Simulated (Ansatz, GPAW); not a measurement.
This is a calculation of AgAu3 for GPAW 26.7.0 (ASE script). Atoms were shifted at random by some hundredths of an Å from the given cell, which wasn't relaxed again for these runs. The cell comes from a database or a generator and needn't be the stable form of this composition.

File run.py:

```python
from ase import Atoms
from ase.dft.bandgap import bandgap
from ase.io import write
from ase.units import GPa
from gpaw import GPAW, PW, setup_paths

setup_paths.insert(0, '.')

atoms = Atoms(['Au', 'Au', 'Au', 'Ag'],
              cell=[[4.12163154, 0.0, 0.0],
                    [0.0, 4.12163154, 0.0],
                    [0.0, 0.0, 4.12163154]],
              scaled_positions=[[-0.002033, -0.005694, 0.508131],
                                [-0.008579, 0.495272, -0.001789],
                                [0.501417, -0.007958, 0.001693],
                                [0.503269, 0.492529, 0.489069]],
              pbc=True)

calc = GPAW(mode=PW(600),
            xc='PBEsol',
            kpts={'size': (7, 7, 7), 'gamma': True},
            occupations={'name': 'fermi-dirac', 'width': 0.05},
            nbands=46,
            convergence={'density': 1e-05, 'energy': 1e-05},
            maxiter=150,
            txt='gpaw.txt')
atoms.calc = calc
energy = atoms.get_potential_energy()
forces = atoms.get_forces()
stress = atoms.get_stress()
calc.write('gs.gpw')
write('result.traj', atoms)
print(f'Energy: {energy:.6f} eV')
print('Forces (eV/A):')
print(forces.round(4))
print('Stress (GPa):', (stress / GPa).round(3))
print('Fermi level:', round(calc.get_fermi_level(), 4), 'eV')
print(f'Gap: {bandgap(calc)[0]:.4f} eV, direct: {bandgap(calc, direct=True)[0]:.4f} eV')
```

Potentials or basis: PAW data sets generated in the run's folder for this functional, pw.

The run is started by

```console
$ gpaw-setup -f PBEsol Ag Au
$ OMP_NUM_THREADS=1 python run.py
```

Problem. Set up the same calculation for Ansatz 0.2.0. Potentials or basis there: all-electron LAPW, scalar-relativistic.

Solution. As run (cutoffs and basis follow the program's own potentials, and thresholds, step limits or extra output files can differ):

Contents of input.yaml:

```yaml
crystal:
  lattice:
    - [4.12163154, 0.0, 0.0]
    - [0.0, 4.12163154, 0.0]
    - [0.0, 0.0, 4.12163154]
  atoms:
    - { symbol: Au, position: [-0.002033, -0.005694, 0.508131] }
    - { symbol: Au, position: [-0.008579, 0.495272, -0.001789] }
    - { symbol: Au, position: [0.501417, -0.007958, 0.001693] }
    - { symbol: Ag, position: [0.503269, 0.492529, 0.489069] }
kpoints:
  mp_grid: { grid: [7, 7, 7] }
scf:
  occupations: { method: fermi_dirac, width: 0.05 }
hamiltonian:
  xc: pbesol
  pseudopotentials: { kind: all_electron, lapw: { basis_error: 0.001 } }
output:
  forces: true
  stress: true
  eigenvalues: true
  populations: true
```

Potentials or basis: all-electron LAPW, scalar-relativistic.

Run with:

```bash
$ ansatz run input.yaml --threads 2 --pin off --max-ram 8192MiB --backend cpu --events-out ev --progress --plain --runs-dir out
```

Both were run:

|  | GPAW | Ansatz |
| --- | --- | --- |
| Pressure | -3.5 GPa | -5.2 GPa |
| Largest force | 0.295 eV/Å | 0.282 eV/Å |

Where Ansatz's input types no cutoff or centring, it takes its own default and a Γ-centred mesh.

Pressure is positive in compression.
